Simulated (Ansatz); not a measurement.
BaTiHO2 in space group P4/mmm (No. 123; Ba on 1d, Ti on 1a, O on 2f, H on 1b), PBE (plane waves, PAW; program Ansatz), all energies at zero smearing, with the estimated change up to a 700 eV cutoff added, with one set of potentials and settings (totals compare only within such a set). Cell of 5 atoms (1 Ba, 1 Ti, 2 O, 1 H): -9606.193 eV.

| element | reference phase | E (eV/atom) |
|---|---|---|
| Ba | Im-3m, 1 atoms in the cell | -5949.7005 |
| Ti | P6/mmm, 3 atoms in the cell | -2499.6763 |
| O | C2/m, 4 atoms in the cell, spin-polarised | -565.0042 |
| H | Cmce, 4 atoms in the cell | -15.8829 |

Formation energy per atom, worked out: (-9606.193 − 1×(-5949.7005) − 1×(-2499.6763) − 2×(-565.0042) − 1×(-15.8829))/5 = -2.185 eV/atom (-211 kJ per mol of atoms), at 0 K, without zero-point energy or fitted corrections.

The start of the workflow was typed in or built on a structure type; neither database checked (COD, Materials Project) lists it. Its standing as an ambient phase is unchecked. Symmetry was held in the PBE relaxation; its stability against distortions is not shown here. Magnetic state: ferromagnetic, chosen from 4 collinear starts compared on coarse meshes (ties went to the first, and starts can fall back to one state), not a proven ground state. No Hubbard U is applied. The references are the lowest solids computed at this level, not always the standard phases (solids in place of the gases). Scalar-relativistic: spin–orbit coupling is off unless named, which matters more the heavier the elements.

Potentials: the earlier of the program's two PAW sets.
